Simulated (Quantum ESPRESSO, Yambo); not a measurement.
Levels of theory for the gap of CaC2

CaC$_{2}$ (space group P-1, No. 2): one geometry, one set of PBEsol (Quantum ESPRESSO, PseudoDojo norm-conserving, 82 Ry, no spin-orbit coupling) orbitals, self-energies from Yambo (4×4×2 Γ-centred k mesh, 141 bands and a 7 Ry block in the screening, 141 bands in G with the Bruneval-Gonze terminator, plasmon pole fitted at 27.2 eV).

The geometry is that of Materials Project entry mp-642822, symmetrised and not relaxed again.

```
level                                                        gap (0, 0.25, -0.5) → (-0.5, -0.5, -0.5) (eV)  direct gap at (-0.5, -0.5, -0.5) (eV)                   rough Yambo cost
-----------------------------------------------------------  ---------------------------------------------  -------------------------------------  ---------------------------------
PBEsol (Quantum ESPRESSO)                                                                             2.22                                   2.84                                  –
exchange only (Hartree-Fock self-energy on PBEsol orbitals)                                          10.88                                  11.76             about 1/20 (14 states)
static COHSEX@PBEsol                                                                                  5.13                                   5.85  within a factor of two (3 states)
G0W0@PBEsol, plasmon pole                                                                             4.20                                   4.92                      1 (14 states)
```

Bare exchange has no screening and gives the widest gap; static COHSEX screens it but leaves out the frequency dependence, which G0W0 restores.

Costs are rough ratios of core time on shared machines.

Convergence of the G0W0 settings was not tested.
